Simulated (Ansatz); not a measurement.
In₂O₃:
```yaml
crystal:
  lattice:
    - [2.75434, 1.59022, 4.85448]
    - [-2.75434, 1.59022, 4.85448]
    - [0.00000, -3.18044, 4.85448]
  atoms:
    - { symbol: In, position: [0.14293, 0.14293, 0.14293] }
    - { symbol: In, position: [0.85707, 0.85707, 0.85707] }
    - { symbol: In, position: [0.35707, 0.35707, 0.35707] }
    - { symbol: In, position: [0.64293, 0.64293, 0.64293] }
    - { symbol: O, position: [0.54659, 0.25000, 0.95341] }
    - { symbol: O, position: [0.45341, 0.75000, 0.04659] }
    - { symbol: O, position: [0.95341, 0.54659, 0.25000] }
    - { symbol: O, position: [0.04659, 0.45341, 0.75000] }
    - { symbol: O, position: [0.25000, 0.95341, 0.54659] }
    - { symbol: O, position: [0.75000, 0.04659, 0.45341] }
```

Relaxed with r²SCAN.

Task: Give the Bader charges and basin volumes of the independent atoms, the program Ansatz at the r²SCAN level (PAW).

Result: 

```json
[
 {"atom": "In1", "Bader charge (e)": "+1.95", "Bader volume (Å³)": "12.0"},
 {"atom": "O5", "Bader charge (e)": "-1.30", "Bader volume (Å³)": "13.2"}
]
```

Space group R-3c (corundum). The workflow started from a Materials Project entry (that database holds measured and hypothetical structures alike); the Crystallography Open Database files this formula in space group No. 167, but the cells were not matched. It is not the phase usual at ambient conditions (space group No. 206). The r²SCAN relaxation kept the symmetry of its start; its stability against distortions is not shown here.

Potentials: the earlier of the program's two PAW sets. The files were generated under PBE; for other functionals the program regenerates the frozen cores, and for LDA and PBEsol the local potential too.
